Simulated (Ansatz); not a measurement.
The start is a generated cell, Rh placed in the bcc structure type. A full variable-cell relaxation at zero pressure is run with PBEsol (plane waves to 420 eV, PAW, scalar-relativistic; Ansatz, a program for electronic structure). The first steps use a coarse 15×15×15 k-mesh.

Starting cell:
```
Rh
1.0
   -1.50803     1.50803     1.50803
    1.50803    -1.50803     1.50803
    1.50803     1.50803    -1.50803
Rh
1
Direct
  0.00000   0.00000   0.00000
```

**Question.** What pressure does the first self-consistent step give?

**Answer.** +3.6 GPa (positive: the cell is compressed).

**Question.** How much energy is released per atom?

**Answer.** Under 0.01 eV/atom.

**Question.** How does the volume per atom move from start to end?

**Answer.** +1.3 %, from 13.72 to 13.90 Å³/atom.

**Question.** How do the shortest distances between atoms change?

**Answer.** The closest pairs of elements (up to four, under 3.6 Å), start → end: Rh–Rh 2.61 → 2.62 Å.

**Question.** Is the relaxed structure metallic? Give its gap.

**Answer.** No gap (metallic).

**Question.** Give the final cell and atomic positions.

**Answer.** 
```cif
data_Rh2
_chemical_formula_sum 'Rh2'
_space_group_name_H-M_alt 'Im-3m'
_space_group_IT_number 229
_space_group_name_Hall '-I 4 2 3'
_cell_length_a 3.02898
_cell_length_b 3.02898
_cell_length_c 3.02898
_cell_angle_alpha 90.000
_cell_angle_beta 90.000
_cell_angle_gamma 90.000
loop_
_atom_site_label
_atom_site_type_symbol
_atom_site_symmetry_multiplicity
_atom_site_Wyckoff_symbol
_atom_site_fract_x
_atom_site_fract_y
_atom_site_fract_z
_atom_site_occupancy
Rh1 Rh 2 a 0.00000 0.00000 0.00000 1
```
(The calculation used a cell of 1 atom; values per cell refer to that cell.)

The space group stays Im-3m (No. 229) (the run could not lower it); the end is bcc (W type), with 1 atom in the primitive cell. Final values are on a 21×21×21 k-mesh of the relaxed cell. No spin polarisation in the result. A magnetic state may lie lower.

The run could not lower the symmetry of its start; a shaken copy of this end point relaxes with PBEsol to Fm-3m (No. 225), 0.39 eV/atom lower.

The relaxed structure here is a generated cell of Rh: the first start was made by placing the elements on the sites of a structure type, and the end was not matched to a known phase here, so it may be hypothetical. Known forms of Rh include space group No. 225.
